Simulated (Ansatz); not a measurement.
This ZrTlF6 structure is the end of a relaxation. The cell was found from a structure generator's guess, not taken from experiment.

Level of theory: DFT PBE, scalar-relativistic, plane waves, PAW (Ansatz 0.2.0). Cutoff 420 eV, Γ-centred mesh, Gaussian smearing, no spin polarisation.

```yaml
crystal:
  lattice:
    - [0.00000, 4.44620, 4.44620]
    - [4.44620, 0.00000, 4.44620]
    - [4.44620, 4.44620, 0.00000]
  atoms:
    - { symbol: Zr, position: [0.00000, 0.00000, 0.00000] }
    - { symbol: Tl, position: [0.50000, 0.50000, 0.50000] }
    - { symbol: F, position: [0.77229, 0.22771, 0.22771] }
    - { symbol: F, position: [0.22771, 0.77229, 0.77229] }
    - { symbol: F, position: [0.22771, 0.77229, 0.22771] }
    - { symbol: F, position: [0.77229, 0.22771, 0.77229] }
    - { symbol: F, position: [0.22771, 0.22771, 0.77229] }
    - { symbol: F, position: [0.77229, 0.77229, 0.22771] }
```

The zero of energy is the elements' standard structures at the same level (F₂ as a molecule); no fitted shifts are applied.

**Question.** Find its symmetry and describe it.

**Answer.** Fm-3m (No. 225). Conventional cell: a = 8.892 Å. Around Zr lie 6 F at 2.02 Å; Tl has 6 F at 2.42 Å; F has 1 Zr at 2.02 Å and 1 Tl at 2.42 Å.

**Question.** How far does it lie from the elements in energy?

**Answer.** −2.94 eV/atom. A negative formation energy is needed for stability but isn't enough: competing phases decide.

**Question.** Is it a metal?

**Answer.** Yes, bands cross the Fermi level on the 8×8×8 mesh.

The last run used an 8×8×8 mesh for its 8-atom cell and Gaussian smearing of 0.10 eV. These runs have no spin–orbit coupling, which can matter for Tl. An odd number of electrons in the primitive cell allows no gap without spin; a larger cell or a magnetic state could open one. A structure relaxed within its symmetry needn't be a true minimum.
